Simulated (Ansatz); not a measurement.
Values for one crystal, relaxed and computed with PBEsol in the plane-wave PAW code Ansatz; other levels are named.

Volume per atom: 19.92 Å³
Electronic character: metallic (no gap)
Bulk modulus (Birch–Murnaghan fit): 126 GPa
Highest zone-centre frequency: 236 cm⁻¹
Mechanical stability: unstable (C has a negative eigenvalue)
Formation energy from the elements (no fitted shifts): 1.01 eV/atom
Pressure derivative B′: 3.8

Problem. Which compound is it?
A. AgW, rock salt
B. MoRu, L1₀ or tetragonal B2
C. ZrMo, rock salt
D. Bi2Mo, C2/m (Mo on 4i, Bi on 4i, Bi on 4i)

Solution. C, ZrMo, rock salt

Space group Fm-3m (rock salt). The start of the workflow was typed in or built on a structure type; neither database checked (COD, Materials Project) lists it. Whether it is the stable phase at ambient conditions was not checked. The cell was relaxed with PBEsol under the symmetry of its start. The run is not spin-polarised. Its formation energy is positive at this level, so the cell may be metastable or incomplete. As this level gives no gap, phonon frequencies hold no LO–TO term and depend on the k-mesh and smearing (Fermi–Dirac, 0.1 eV here). The references are the lowest solids computed at this level, not always the standard phases. Spin–orbit coupling is left out wherever it is not named.

Potentials: the earlier of the program's two PAW sets. The files were generated under PBE; for other functionals the program regenerates the frozen cores, and for LDA and PBEsol the local potential too.
